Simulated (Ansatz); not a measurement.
Input and command of a plane-wave DFT calculation in Ansatz:

```yaml
crystal:
  lattice:
    - [-3.802, 0.0, 0.0]
    - [0.0, -3.802, 0.0]
    - [0.0, 0.0, 12.672]
  atoms:
    - { symbol: Sn, position: [0.0, 0.5, 0.6634616477] }
    - { symbol: Sn, position: [0.0, 0.5, 0.2818328598] }
    - { symbol: Sn, position: [0.5, 0.0, 0.099795928] }
    - { symbol: Sn, position: [0.5, 0.0, 0.4814247159] }
    - { symbol: O, position: [0.0, 0.0, 0.5724431818] }
    - { symbol: O, position: [0.0, 0.0, 0.1908143939] }
    - { symbol: O, position: [0.5, 0.5, 0.5724431818] }
    - { symbol: O, position: [0.5, 0.5, 0.1908143939] }
basis:
  ecutwfc: 420
kpoints:
  mp_grid: { grid: [12, 12, 5] }
hamiltonian:
  xc: pbe
scf:
  occupations: { method: gaussian, width: 0.15 }
output:
  forces: true
  stress: true
  eigenvalues: true
  write_density: true
  write_potential: true
  elf: true
  volumetric_format: npy
```

```bash
ansatz run input.yaml --threads 2 --pin off --max-ram 5120MiB --backend cpu --events-out ev --progress --plain --runs-dir out
```

Processor: Intel(R) Xeon(R) 6975P-C (Granite Rapids), 2 threads, on a host shared with other jobs.

Task: Estimate time, memory and problem size.

Result: About 14 s on 2 threads of Intel(R) Xeon(R) 6975P-C (Granite Rapids), with other jobs on the host, peak memory 0.81 GiB. It solves 48 bands at 84 k points (the mesh reduced by symmetry) with about 3603 plane waves, in 7 SCF iterations.
